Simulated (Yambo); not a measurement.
BSE-type run in Yambo on Mg3ZnO4 (space group P4/mmm, No. 123), at zero momentum.

Quantum ESPRESSO step (PBEsol, PseudoDojo standard norm-conserving files, scalar-relativistic):
```
&CONTROL
  calculation = 'nscf'
  pseudo_dir = './pseudo'
  outdir = './out'
/
&SYSTEM
  ibrav = 0
  nat = 8
  ntyp = 3
  ecutwfc = 84.0
  ecutrho = 336.0
  occupations = 'fixed'
  force_symmorphic = .true.
  nbnd = 70
/
&ELECTRONS
  conv_thr = 8e-09
  diago_full_acc = .true.
  diago_thr_init = 1e-08
/
ATOMIC_SPECIES
O 15.9990 O.upf
Mg 24.3050 Mg.upf
Zn 65.3800 Zn.upf
CELL_PARAMETERS angstrom
  3.026190000000   0.000000000000   0.000000000000
  0.000000000000   3.026190000000   0.000000000000
  0.000000000000   0.000000000000   8.553240000000
ATOMIC_POSITIONS crystal
O   0.000000000000   0.000000000000   0.253080000000
O   0.000000000000   0.000000000000   0.746920000000
O   0.500000000000   0.500000000000   0.000000000000
O   0.500000000000   0.500000000000   0.500000000000
Mg   0.500000000000   0.500000000000   0.750430000000
Mg   0.500000000000   0.500000000000   0.249570000000
Mg   0.000000000000   0.000000000000   0.500000000000
Zn   0.000000000000   0.000000000000   0.000000000000
K_POINTS automatic
10 10 4 0 0 0
```

Yambo input:
```
rim_cut
optics
bse
bss
dipoles
em1s
RandQpts= 1000000
RandGvec= 1 Ry
FFTGvecs= 40 Ry
Chimod= "HARTREE"
BSKmod= "SEX"
BSEmod= "resonant"
BSSmod= "hs"
BSENGexx= 15 Ry
BSENGBlk= 3 Ry
% BSEQptR
 1 | 1 |
%
% BSEBands
 27 | 39 |
%
% BEnRange
 0.0 | 8.2 | eV
%
% BDmRange
 0.15 | 0.15 | eV
%
BEnSteps= 164
% BLongDir
 1.0 | 0.0 | 0.0 |
%
BSHayTrs= -0.02
BSSNEig= 24
WRbsWF
% BndsRnXs
 8 | 65 |
%
NGsBlkXs= 3 Ry
% LongDrXs
 1.0 | 1.0 | 1.0 |
%
```

From the report:

The dimension is k points × valence × conduction bands = 400 × 11 × 2 = 8800.
```
  [SLEPC] Approach                          : Krylov-Schur
  [SLEPC] Number of requested eigenvalues   :  24
  [SLEPC] Number of eigenvalues        [NEV]:  24
   [K] Dimension                                    :   8800
   [K] Bands                                        :   27   39
   [K] Exchange res                                 : yes
   [K] Correlation res                              : yes
   [K] W interaction is bare                        : no
   [K] RL vectors exchange                          :   527
   [K] RL vectors correlation                       :   57
   [W] Matrix size                                  :   57
   [W] Bands                                        :    8   65
   [W] Coulomb Cutoff                               : none
   [W] Hxc Kernel                                   : HARTREE
```

Geometry of the Materials Project entry, not relaxed at this level.

The structure is a Materials Project entry; no match was found in the copy of COD used, and its stability was not checked.

With a shallow 3d shell G0W0 needs far more bands and larger blocks than here, so the scissor is uncertain by tenths of an eV or more.
